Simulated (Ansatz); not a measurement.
# Is this Al2Ga3P5 structure a true minimum?

It was reached by relaxing an invented guess, and it needn't be the stable form of this composition.

Computed with Ansatz 0.2.0, DFT PBE, scalar-relativistic, plane waves, PAW. Cutoff 420 eV; k points 10×10×10 on the computed 10-atom cell (Γ-centred); Gaussian smearing, width 0.02 eV; no spin polarisation.

The cell below (10 atoms, space group I-4m2 (No. 119)) is relaxed within its symmetry.

```
CELL_PARAMETERS angstrom
-1.94702 1.94702 13.76704
1.94702 -1.94702 13.76704
1.94702 1.94702 -13.76704
ATOMIC_POSITIONS crystal
Al 0.70000 0.70000 0.00000
Al 0.30000 0.30000 0.00000
Ga 0.90001 0.90001 0.00000
Ga 0.50000 0.50000 0.00000
Ga 0.09999 0.09999 0.00000
P 0.25000 0.75000 0.50000
P 0.84979 0.34979 0.50000
P 0.45002 0.95002 0.50000
P 0.04998 0.54998 0.50000
P 0.65021 0.15021 0.50000
```

For the test it was strained at random (σ = 1.5 % a component), the atoms were moved at random (σ = 0.10 Å), and all was relaxed again on a coarse 4×4×4 mesh (in the run’s order of axes) with 0.10 eV smearing, with no symmetry imposed.

Problem. What happens?

Solution. It returns, within 1 meV/atom of the unmoved cell on that mesh and with the same symmetry when read at 0.1 Å (Cm at 0.01 Å, so small strains and shifts remain). No instability shows in this cell; modes of other wave vectors, which need another repeat, aren't tested.
